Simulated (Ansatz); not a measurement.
Values for one crystal, relaxed and computed with r²SCAN in the plane-wave PAW code Ansatz; other levels are named.

Volume per atom: 17.25 Å³
Electronic character: metallic (no gap)
Density of states at the Fermi level: 0.43 states/eV per atom (mean over ±0.08 eV)
Formation energy from the elements (no fitted shifts): -0.33 eV/atom

Problem. Which compound is it?
(A) Fe3Ge, Fm-3m (Fe on 4b, Fe on 8c, Ge on 4a)
(B) Ta2Se, P4/nmm (Ta on 2c, Ta on 2c, Se on 2c)
(C) Ta4N5, I4/m (Ta on 8h, N on 2b, N on 8h)
(D) Ta3Ge, P4_2/n (Ta on 8g, Ta on 8g, Ta on 8g, Ge on 8g)

Solution. D, Ta3Ge, P4_2/n (Ta on 8g, Ta on 8g, Ta on 8g, Ge on 8g)

The first step of the workflow began from a Materials Project structure, measured or hypothetical; the Crystallography Open Database copy checked does not list it. Its standing as an ambient phase is unchecked. Symmetry was held in the r²SCAN relaxation; whether a distortion lowers the energy is not shown. The run is not spin-polarised. The references are the lowest solids computed at this level, not always the standard phases. Scalar-relativistic: spin–orbit coupling is off unless named, which matters more the heavier the elements.

Potentials: the later of the program's two PAW sets.
